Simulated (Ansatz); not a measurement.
HfO2 (Pca2_1), relaxed with LDA (Ansatz, an electronic-structure program, plane waves, PAW): a = 5.181 Å, b = 4.976 Å, c = 4.996 Å, α = 90.00°, β = 90.00°, γ = 90.00°.

```
Property                         Value
-------------------------------  -----
gap (eV)                          4.33
ΔH_f (eV/atom)                   -3.66
electron conductivity mass (mₑ)    1.9
```

Q: The same phase is relaxed and computed with r²SCAN in the same code. What are the cell and these values now?

A: a = 5.2467 Å, b = 5.0303 Å, c = 5.0593 Å, α = β = γ = 90.00°.

- gap (eV) = 4.94
- ΔH_f (eV/atom) = -3.75
- electron conductivity mass (mₑ) = 2.0

All cells were relaxed under the symmetry of their starts (and spin orders); stability against distortions was not tested throughout. Rows with no word on spin ran without spin polarisation. Spin–orbit coupling is left out wherever it is not named.

Potentials: the later of the program's two PAW sets.

Ansatz is a plane-wave DFT program.

Formation energies count from the lowest solids of the elements computed at the same level, not from gases.
